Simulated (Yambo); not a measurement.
**How GW settings move the gap: Cs2NaScCl6**

G0W0@LDA for Cs2NaScCl6 (space group Fm-3m, No. 225) in Yambo. Reference settings: 2×2×2 Γ-centred k mesh, bands 3 to 314 and a 6 Ry block in the screening, 314 bands in G with the Bruneval-Gonze terminator, plasmon pole fitted at 27.2 eV. The LDA gap Γ → X on this mesh is 3.77 eV; G0W0 gaps are taken between the same points.

```csv
change from the reference,G0W0 gap Γ → X (eV),shift of the valence edge (eV),rough Yambo cost
reference settings,7.33,-1.59,1
"202 bands in W, 202 bands in G",7.34,-1.50,within a factor of two
122 bands in G,7.25,-1.46,–
202 bands in G,7.32,-1.57,–
3 Ry block,7.34,-1.40,within a factor of two
5 Ry block,7.31,-1.55,within a factor of two
pole fitted at 10 eV,7.23,-1.48,–
no random integration,7.22,-1.36,–
"202 bands in G, no terminator",7.51,-1.30,–
```

The reference isn't shown to be the converged limit. Costs are rough (shared machines), scaled to the same edge states, and given only for runs that recompute the screening.

Geometry of the Materials Project entry, not relaxed at this level; primitive cell a = b = c = 7.541 Å, α = β = γ = 60.00°.

The structure is a Materials Project entry; no match was found in the copy of COD used, and its stability was not checked.

A shift is the quasiparticle energy of the state minus its LDA energy.
